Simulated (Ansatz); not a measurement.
Kick test of a cell of Al3C2

It was reached by relaxing an invented guess, and it needn't be the stable form of this composition.

Level of theory: DFT PBE, scalar-relativistic, plane waves, PAW in Ansatz. Settings: cutoff 420 eV, Γ-centred mesh 12×12×12 on the computed 5-atom cell, Gaussian smearing of 0.10 eV; no spin polarisation.

The cell below (5 atoms, space group R-3m (No. 166)) is relaxed within its symmetry.

```yaml
crystal:
  lattice:
    - [1.56903, 0.90588, 6.73935]
    - [-1.56903, 0.90588, 6.73935]
    - [0.00000, -1.81176, 6.73935]
  atoms:
    - { symbol: Al, position: [0.00000, 0.00000, 0.00000] }
    - { symbol: Al, position: [0.22830, 0.22830, 0.22830] }
    - { symbol: Al, position: [0.77170, 0.77170, 0.77170] }
    - { symbol: C, position: [0.39540, 0.39540, 0.39540] }
    - { symbol: C, position: [0.60460, 0.60460, 0.60460] }
```

For the test a repeat of it with 10 atoms (edges 3.14, 5.44, 6.98 Å) was strained at random (σ = 1.5 % a component), the atoms were moved at random (σ = 0.10 Å), and all was relaxed again on a coarse 8×4×8 mesh (in the run’s order of axes) with 0.20 eV smearing, with no symmetry imposed.

No dispersion correction is applied, so the spacing and binding between layers, chains or molecules are poorly described. An odd number of electrons in the primitive cell allows no gap without spin; a larger cell or a magnetic state could open one.

Question: What happens?

Answer: It returns, within 1 meV/atom of the unmoved cell on that mesh and with the same symmetry when read at 0.1 Å (C2/m at 0.01 Å, so small strains and shifts remain). No instability shows in this cell; modes of other wave vectors, which need another repeat, aren't tested.
